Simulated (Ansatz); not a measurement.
Notes on Hf6Ga2Fe

```yaml
crystal:
  lattice:
    - [8.41739, 0.00000, 0.00000]
    - [-4.20869, 7.28967, 0.00000]
    - [0.00000, 0.00000, 3.57102]
  atoms:
    - { symbol: Hf, position: [0.25310, 0.00000, 0.50000] }
    - { symbol: Hf, position: [0.74690, 0.74690, 0.50000] }
    - { symbol: Hf, position: [0.00000, 0.25310, 0.50000] }
    - { symbol: Ga, position: [0.33330, 0.66670, 0.50000] }
    - { symbol: Ga, position: [0.66670, 0.33330, 0.50000] }
    - { symbol: Fe, position: [0.00000, 0.00000, 0.00000] }
    - { symbol: Hf, position: [0.60350, 0.00000, 0.00000] }
    - { symbol: Hf, position: [0.39650, 0.39650, 0.00000] }
    - { symbol: Hf, position: [0.00000, 0.60350, 0.00000] }
```

The numbers come from plane-wave PAW DFT (Ansatz): PBEsol, no spin polarisation, 420 eV, 5×5×9 Γ-centred k points, fermi-dirac occupations (width 0.1 eV). Nothing was relaxed.

(1) Where is the largest force?

(2) Is it stable against the elements?

(3) Give the Bader charges.

(4) Describe some of the short contacts.

(5) What does the stress say?

(6) Metal or insulator?

Origin: a known structure type with other elements, at an estimated volume, so it need not be a known compound. Caveats: no spin polarisation, so a magnetic state may lie lower; atoms or cell far from equilibrium.

Answers

(1) The largest is on Hf1 (and as large on other atoms): 1.02 eV/Å, components (-1.02, 0.00, 0.00). It makes 40° with the line to a nearest neighbour, Fe6 at 2.78 Å, pointing towards it.

(2) 0.11 eV an atom against the elements' usual phases (free molecules for gases, crystals otherwise, with no correction for O₂ or N₂), so at this geometry it isn't bound against them. Relaxing would lower it.

(3) Bader charges in e: Hf +0.65 to +0.70, Ga -1.19, Fe -1.66. In the mean Hf gives up most and Fe takes most.

(4) Hf–Fe at 2.78 Å: least valence density 0.27 e/Å³ and ELF 0.28 there. Ga–Hf at 3.14 Å: least valence density 0.16 e/Å³ and ELF 0.32 there. Hf–Hf at 3.43 Å: least valence density 0.14 e/Å³ and ELF 0.30 there. These are pseudo-fields; inside the PAW spheres they differ from the all-electron ones.

(5) The pressure is -21.3 GPa (compression positive), so with the atoms held at these fractions the cell would first shrink; the forces are large, so a full relaxation may end otherwise.

(6) It is a metal, with about 12 states/eV a cell as the mean within 0.25 eV of the Fermi level, mostly Hf d (71 %) and Fe d (14 %).
